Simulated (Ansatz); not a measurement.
The calculation used DFT PBE, scalar-relativistic, plane waves, PAW (Ansatz 0.2.0). Settings: cutoff 420 eV, Γ-centred meshes spaced at most about 0.3 Å⁻¹, and about 0.25 Å⁻¹ or finer for metals (2π included), Gaussian smearing. No spin polarisation in the final relaxations.

These are static total energies at zero pressure.

Two relaxed structures of Si4GePt:

A.

```yaml
crystal:
  lattice:
    - [0.00000, 3.63032, 3.63032]
    - [3.63032, 0.00000, 3.63032]
    - [3.63032, 3.63032, 0.00000]
  atoms:
    - { symbol: Si, position: [0.37437, 0.37437, 0.37437] }
    - { symbol: Si, position: [0.87690, 0.37437, 0.37437] }
    - { symbol: Si, position: [0.37437, 0.37437, 0.87690] }
    - { symbol: Si, position: [0.37437, 0.87690, 0.37437] }
    - { symbol: Ge, position: [0.00000, 0.00000, 0.00000] }
    - { symbol: Pt, position: [0.75000, 0.75000, 0.75000] }
```

B.

```yaml
crystal:
  lattice:
    - [4.31185, 0.00000, 0.00000]
    - [-2.15593, 3.73417, 0.00000]
    - [0.00000, 0.00000, 6.05324]
  atoms:
    - { symbol: Si, position: [0.33333, 0.66667, 0.78466] }
    - { symbol: Si, position: [0.33333, 0.66667, 0.21534] }
    - { symbol: Si, position: [0.66667, 0.33333, 0.78466] }
    - { symbol: Si, position: [0.66667, 0.33333, 0.21534] }
    - { symbol: Ge, position: [0.00000, 0.00000, 0.50000] }
    - { symbol: Pt, position: [0.00000, 0.00000, 0.00000] }
```

Question: Which form is favoured at zero pressure, and by what margin per atom?

Answer: B is lower, by 177 meV/atom. A has space group F-43m (No. 216), 15.9 Å³/atom and no gap on its mesh; B has space group P6/mmm (No. 191), 16.2 Å³/atom and no gap. Counting Ge or Si atoms around Pt (for each partner element, those within 1.25 times its shortest distance or 1.15 times the sum of covalent radii, where it is the nearest in units of that sum or under 1.3; the shortest distance is added where it is long for a bond), A has Pt 16 from 3.0 Å and B has Pt 14. B holds Si–Si nets (shortest 2.49 Å); in A the shortest Si–Si distance is 2.55 Å, near bonding range too. Even the lower one lies +0.33 eV/atom against the reference forms of the elements (uncorrected), so neither is stable at this level. Both come from invented guesses. A third cell relaxed alike, in P-6m2, lies 229 meV/atom below the lower of the two.

Spin–orbit coupling, which can matter for Pt, is left out. Cells relaxed within their symmetry can be saddle points.
